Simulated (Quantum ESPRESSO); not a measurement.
Convergence test: TePb

```xyz
2
Lattice="0.0000 3.2709 3.2709 3.2709 0.0000 3.2709 3.2709 3.2709 0.0000" Properties=species:S:1:pos:R:3 pbc="T T T"
Te     0.0000     0.0000     0.0000
Pb     3.2709     3.2709     3.2709
```
The cell comes from the Materials Project (a computed structure). It is TePb in Fm-3m. Stability against distortions was not tested.

Method: PBE GIPAW on JTH datasets (Quantum ESPRESSO, modified build); kept fixed: cutoff 20 Ha. Costs are rough, from a shared machine. These are absolute shieldings with no macroscopic susceptibility term; δ = σ_ref − σ needs a reference computed alike. Spin–orbit coupling is left out; its weight grows with the heaviest atom, Pb here. No d partial waves on Te: the paramagnetic term there is incompletely reconstructed. With so small a Kohn–Sham gap, σ hangs strongly on the functional and the mesh. Static lattice: thermal averaging is not included.

```tsv
k-mesh	σ_iso Te (ppm)	f-sum rule missed by (%)	irreducible k-points	rough cost ratio
2×2×2 shifted	6258.7	26	2	about 1
3×3×3 shifted	2958.9	9.2	6	2
4×4×4 shifted	3893.0	1.4	10	3
5×5×5 shifted	4694.6	0.09	19	5
6×6×6 shifted	4005.8	0.07	28	7
7×7×7 shifted	4411.8	0.24	44	10
10×10×10 shifted	4329.5	0.05	110	30
```

Largest spread: σ_iso Te (ppm) moves over 3299.8 across the rows.
